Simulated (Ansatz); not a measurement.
ZrGe:
```yaml
crystal:
  lattice:
    - [7.09785, 0.00000, 0.00000]
    - [0.00000, 3.92088, 0.00000]
    - [0.00000, 0.00000, 5.40575]
  atoms:
    - { symbol: Zr, position: [0.17773, 0.25000, 0.63191] }
    - { symbol: Zr, position: [0.82227, 0.75000, 0.36809] }
    - { symbol: Zr, position: [0.32227, 0.75000, 0.13191] }
    - { symbol: Zr, position: [0.67773, 0.25000, 0.86809] }
    - { symbol: Ge, position: [0.04743, 0.25000, 0.15312] }
    - { symbol: Ge, position: [0.95257, 0.75000, 0.84688] }
    - { symbol: Ge, position: [0.45257, 0.75000, 0.65312] }
    - { symbol: Ge, position: [0.54743, 0.25000, 0.34688] }
```

Relaxed with r²SCAN.

Question: Map the electron localisation function on the plane through (0.178, 0.250, 0.632) spanned by u = [1, 0, 0] and v = [0, 0, 1] in lattice vectors, from the program Ansatz at the r²SCAN level (PAW).

Answer: x is the fraction of u, y of v (the angle between them is 90°; rows are the nearest grid lines); atoms in the plane: Zr at (0.00, 0.00), Zr at (0.50, 0.24), Ge at (0.87, 0.52), Ge at (0.37, 0.71).
```
| :%@%-..:----::.......:-===:..-%@%: |
|:=@@%-..:-=======------====:..-%@%=:|
|%%@@*:..-====++****++======-..:*@@%%|
|%%*=..:=+==----=+#%%*+======-...-*#%|
|--:..:=*+=-:..:-=*#%*+=--==+=-:..:--|
|....:=**+=-.   .-+*#*=---=+***+-:...|
|::::-+##+=:     -+*#*=---+*###**+=-:|
|+=--=+##+=:     -+*#*=--=*###*****++|
|**+==+##*+-.   .-+**+=-=+##*++++++**|
|+**===+##*+==-==+***+==+##+=-.  .-++|
|+**+--=*##*+++++***+==+*#*+=.    :=+|
|+*#+---+*###***++=----+*#*+-.    .=+|
|+##+---=+*##**=-:....:=+#*=-.    :=+|
|*##+=---=+++=-:.......:=**==:.  .-+*|
|#%#*=---===-:..:=++=-..:=*+=-:::-=+#|
|##*++====-:..:*@@@@@@#:..-======+*##|
|++=======-:..=%@%**%@@=..:-===+++**+|
|:::::-===-:..*@@*..*@@+. .--====--::|
|.....:-==-:..*@@+  +@@*. .:---:.....|
|=-:...:-=-:..+@@%==%@@+...:-::...:-=|
|%%*-...:--:..-#@@@@@@#-..:--:. .-*%%|
|%%@@*:..:--:...-+##+-...:-=-..:*@@%%|
|:=%@%-..:--::....::....:-==:..-%@%=:|
| :%@%-..:----::.......:-===:..-%@%: |
```
Scale: ten equal steps from 0.006 (start of ' ') to 0.808 (end of '@'), in the order ' .:-=+*#%@'; x runs from 0.000 to 1.00, y from 0.000 (bottom) to 1.00 (top).

The density is the valence pseudo-density with augmentation charge, so density and ELF within about 1 Å of a nucleus are not all-electron values.

Space group Pnma. The workflow started from a Materials Project entry (that database holds measured and hypothetical structures alike); the Crystallography Open Database copy checked does not list it. Its standing as an ambient phase is unchecked. The cell was relaxed with r²SCAN under the symmetry of its start; its stability against distortions is not shown here. No spin polarisation was allowed.

Potentials: the later of the program's two PAW sets.
